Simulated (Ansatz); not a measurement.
Born–Oppenheimer molecular dynamics of a 25-atom Zn5In6O14 cell at 13.26 Å³/atom, computed with Ansatz: Langevin thermostat at 2160 K, 140 steps of 2.0 fs, friction 0.005 1/fs. The run is short and the cell small, so it isn't an equilibrium average.

```yaml
crystal:
  lattice:
    - [7.04388, -0.114576, -0.083614]
    - [-0.114576, 6.928956, -0.044966]
    - [-0.083614, -0.044966, 6.795225]
  atoms:
    - { symbol: In, position: [0.5275565038, 0.3144433309, 0.9000081129] }
    - { symbol: In, position: [0.9951494109, 0.2400987909, 0.3285816753] }
    - { symbol: In, position: [0.1749520814, 0.9277726503, 0.6273126663] }
    - { symbol: In, position: [0.8036071485, 0.6128396262, 0.7291147863] }
    - { symbol: In, position: [0.358873195, 0.4850728437, 0.4167066935] }
    - { symbol: In, position: [0.6053526967, 0.0612924805, 0.5622246478] }
    - { symbol: O, position: [0.8679566239, 0.1189801196, 0.6086459521] }
    - { symbol: O, position: [0.0904442827, 0.0065498879, 0.9200635154] }
    - { symbol: O, position: [0.6968368578, 0.397395724, 0.5000470354] }
    - { symbol: O, position: [0.5338142066, 0.0269143652, 0.8568703327] }
    - { symbol: O, position: [0.3998903714, 0.5952298029, 0.8887429066] }
    - { symbol: O, position: [0.7999369229, 0.2996089721, 0.0971163476] }
    - { symbol: O, position: [0.8915448327, 0.6735566235, 0.0338326406] }
    - { symbol: O, position: [0.42064151, 0.7623836323, 0.1752004242] }
    - { symbol: O, position: [0.5223016896, 0.7373209743, 0.4915847626] }
    - { symbol: O, position: [0.0315663221, 0.6882471857, 0.5006559099] }
    - { symbol: O, position: [0.741827464, 0.030966501, 0.2080506809] }
    - { symbol: O, position: [0.1470584903, 0.3629090093, 0.6876494036] }
    - { symbol: O, position: [0.335315483, 0.1447379566, 0.4274211767] }
    - { symbol: O, position: [0.2054648188, 0.4662937907, 0.1824296415] }
    - { symbol: Zn, position: [0.0043788118, 0.2838435991, 0.9389664972] }
    - { symbol: Zn, position: [0.4254050162, 0.9967754532, 0.1607357947] }
    - { symbol: Zn, position: [0.6380138014, 0.7375029024, 0.0207681826] }
    - { symbol: Zn, position: [0.183856844, 0.7432992875, 0.971592748] }
    - { symbol: Zn, position: [0.9676455746, 0.8364938162, 0.2634018154] }
  symmetry: { detect: false }
basis:
  ecutwfc: 420
  xc_grid: 1
kpoints:
  mp_grid: { grid: [1, 1, 1], shift: [0.0, 0.0, 0.0] }
hamiltonian:
  xc: pbe
scf:
  occupations: { method: fermi_dirac, width: 0.1861 }
  lower_state_search: "off"
  convergence: { dr2_threshold: 1.0e-05 }
output:
  forces: true
  stress: true
md:
  timestep: 2.0
  n_steps: 140
  ensemble: nvt_langevin
  friction: 0.005
  temperature: 2160.0
  initial_velocities: maxwell_boltzmann
  seed: 28312
```

```bash
ansatz run input.yaml --threads 2 --pin off --max-ram 5120MiB --backend cpu --events-out ev --progress --plain --runs-dir out
```

The calculation used DFT PBE, scalar-relativistic, plane waves, PAW in Ansatz.

4 frames, positions in Å (not wrapped into the cell) and forces in eV/Å:

```xyz
25
Lattice="7.044 -0.115 -0.084 -0.115 6.929 -0.045 -0.084 -0.045 6.795" Properties=species:S:1:pos:R:3:forces:R:3 pbc="T T T" time_fs=0.0 temperature_K=2074 free_energy_over_first_frame_eV=0.000
In    3.605    2.078    6.058   -0.970    1.670    0.860
In    6.955    1.535    2.139   -1.000    1.500    2.620
In    1.074    6.380    4.206    0.140    2.040    0.140
In    5.529    4.121    4.860    0.780   -1.080   -4.410
In    2.437    3.301    2.780    2.530    0.570    3.330
In    4.210    0.330    3.767   -1.550   -1.100   -2.620
O     6.049    0.698    4.058    4.560   -1.130   -0.020
O     0.559   -0.006    6.244    1.250   -0.880    0.600
O     4.821    2.651    3.322   -1.630    0.630    1.150
O     3.685    0.087    5.777   -0.880   -0.460    0.390
O     2.674    4.039    5.979    1.540   -0.780   -1.630
O     5.592    1.980    0.580   -1.380    1.450   -1.040
O     6.200    4.563    0.125    0.680   -0.470   -0.570
O     2.861    5.226    1.121   -0.840   -5.430    1.060
O     3.553    5.027    3.264    0.150    1.130    1.740
O     0.102    4.743    3.368   -0.140    0.940    0.000
O     5.204    0.120    1.350    0.230   -1.870    1.280
O     0.937    2.467    4.644    0.160    0.060    0.560
O     2.310    0.945    2.870   -0.510   -0.970   -0.730
O     1.379    3.199    1.202   -2.860   -1.920   -1.980
Zn   -0.080    1.924    6.367    2.050   -0.260   -3.150
Zn    2.869    6.851    1.012    0.100    7.530    0.430
Zn    4.408    5.036    0.055   -1.290    0.940    0.820
Zn    1.129    5.086    6.553    0.300   -1.640    1.040
Zn    6.698    5.673    1.671   -1.430   -0.440    0.120
25
Lattice="7.044 -0.115 -0.084 -0.115 6.929 -0.045 -0.084 -0.045 6.795" Properties=species:S:1:pos:R:3:forces:R:3 pbc="T T T" time_fs=94.0 temperature_K=2911 free_energy_over_first_frame_eV=-2.479
In    2.638    1.919    6.270    1.200    1.230   -4.140
In    6.819    1.740    2.585    0.390   -1.270   -2.090
In    1.121    6.141    4.041    0.620    2.520    1.910
In    6.075    3.424    4.339   -1.250    2.140    2.270
In    2.288    3.684    2.950    3.070   -4.450    0.930
In    4.212   -0.029    3.862    1.580    2.000   -0.380
O     6.567    0.303    4.028   -1.080   -1.130   -0.080
O     1.480   -0.254    6.229   -0.290    0.530   -0.580
O     4.507    2.296    3.407    0.730    0.480   -2.180
O     4.047    0.444    5.853   -0.790   -1.210   -0.050
O     2.994    4.092    5.856    0.300    1.110    0.000
O     5.248    2.463   -0.996    1.160    0.750    2.200
O     6.635    4.970   -0.371   -1.310   -0.480    0.850
O     2.769    5.004    1.530    1.410   -0.560   -0.580
O     3.239    4.781    4.528   -0.150    0.260   -0.340
O     0.422    4.439    3.002   -2.850    1.150   -0.690
O     4.861   -0.078    1.324    2.120   -0.990    1.470
O     1.474    2.400    4.503   -1.300    0.470   -0.250
O     2.533    0.506    2.767   -1.390   -0.880    0.980
O     1.325    2.076    0.948   -1.760    0.650    0.960
Zn   -0.346    1.595    6.418    0.160   -0.780    0.150
Zn    2.792    7.034    0.862    0.350   -1.440    1.640
Zn    4.440    4.999    0.173    1.300    0.430   -0.070
Zn    1.426    4.789    6.950   -2.220   -0.010   -1.010
Zn    6.400    5.874    1.566   -0.020   -0.530   -0.950
25
Lattice="7.044 -0.115 -0.084 -0.115 6.929 -0.045 -0.084 -0.045 6.795" Properties=species:S:1:pos:R:3:forces:R:3 pbc="T T T" time_fs=186.0 temperature_K=2812 free_energy_over_first_frame_eV=-3.314
In    1.861    1.704    5.860   -0.060    0.590    0.720
In    6.993    1.287    2.539   -1.700   -0.640    4.140
In    1.163    6.107    4.676   -0.860   -1.690   -1.560
In    5.864    3.760    4.447    0.990   -1.670   -1.160
In    2.527    2.971    2.901   -0.790    2.010    0.090
In    4.251   -0.214    3.923   -0.190   -1.520    0.850
O     6.040    0.582    4.486    0.810   -0.180   -1.660
O     0.902    0.055    6.552    0.540   -0.190    1.420
O     5.145    4.372    1.940   -0.860   -0.630   -0.060
O     3.410    0.254    5.837    0.230   -0.660    0.400
O     2.304    3.577    5.978    2.300    2.630    1.720
O     5.580    2.591   -0.530   -0.690    0.230    0.110
O     6.325    5.262   -0.893    0.090   -0.360    1.320
O     2.848    4.974    1.887    0.280    0.540   -0.680
O     3.974    4.443    4.409   -0.820    1.020   -0.680
O     0.726    4.924    2.750   -0.010    0.960    0.320
O     5.454    0.270    1.536    0.830    0.160    0.120
O     0.640    2.968    4.538    0.180   -1.200   -2.340
O     1.902    0.723    3.278    1.650    0.170    0.670
O     0.894    2.401    1.355    2.810    2.590   -2.650
Zn   -0.861    0.817    6.650   -1.430    1.300   -1.800
Zn    3.542    6.923    1.238   -2.130   -1.210   -1.310
Zn    4.403    4.307   -0.289   -0.680   -1.250    1.050
Zn    1.071    4.475    7.042    0.130   -0.780    0.840
Zn    6.513    5.510    1.382   -0.600   -0.220    0.120
25
Lattice="7.044 -0.115 -0.084 -0.115 6.929 -0.045 -0.084 -0.045 6.795" Properties=species:S:1:pos:R:3:forces:R:3 pbc="T T T" time_fs=280.0 temperature_K=2283 free_energy_over_first_frame_eV=-3.881
In    1.484    1.827    5.984    0.300   -0.770   -3.320
In    7.248    1.043    2.332    0.040    0.410    1.250
In    1.347    5.809    5.268   -3.710    1.590   -2.570
In    5.939    3.366    4.562    0.980    4.000    1.340
In    2.829    3.210    3.086   -1.430   -1.600    0.240
In    4.497   -0.564    4.070    0.860    2.990   -1.950
O     5.753    1.503    4.385   -0.500   -4.830   -0.430
O     0.396    0.338    6.885    0.530   -0.160    0.540
O     3.996    4.669    1.398   -1.330   -0.630    0.700
O     3.332   -0.627    5.793    1.550    1.240    3.150
O     1.990    3.900    5.639    0.930   -1.850    0.600
O     5.567    2.904    0.071    1.050   -1.970    0.210
O     6.341    5.118   -0.784    0.520   -0.050    0.450
O     2.563    5.221    1.797    0.880    1.380    0.840
O     4.145    4.420    4.061    0.390   -2.360   -0.030
O    -0.208    6.079    3.681    0.550    0.510   -1.510
O     5.218   -0.063    1.784    1.930    1.440    1.400
O     0.689    3.193    3.289   -0.910   -0.390   -0.300
O     2.539    1.080    4.104   -0.420    0.990   -0.720
O     1.777    2.197    1.133    1.960    1.420    2.270
Zn   -1.430    0.342    6.290    0.850    0.820    0.050
Zn    3.537    7.077    0.958   -2.660   -0.160   -1.530
Zn    3.913    3.532   -0.040   -0.620   -0.070   -1.820
Zn    1.317    4.313    7.372   -1.940   -0.950    1.490
Zn    6.198    5.295    1.528    0.210   -1.020   -0.350
```

Over the second half the temperature averages 2609 K and the pressure (kinetic part included, positive in compression) 8.3 GPa. Mean square displacements at the end: In 1.29 Å², O 1.69 Å², Zn 1.57 Å² (from the start of this run, the atoms' common shift taken off).

One k point is coarse for so small a cell, so forces and above all the pressure are rough.

The run took 6.5 min on 2 threads of Intel(R) Xeon(R) Processor @ 2.70GHz (shared host), peak memory 0.51 GiB.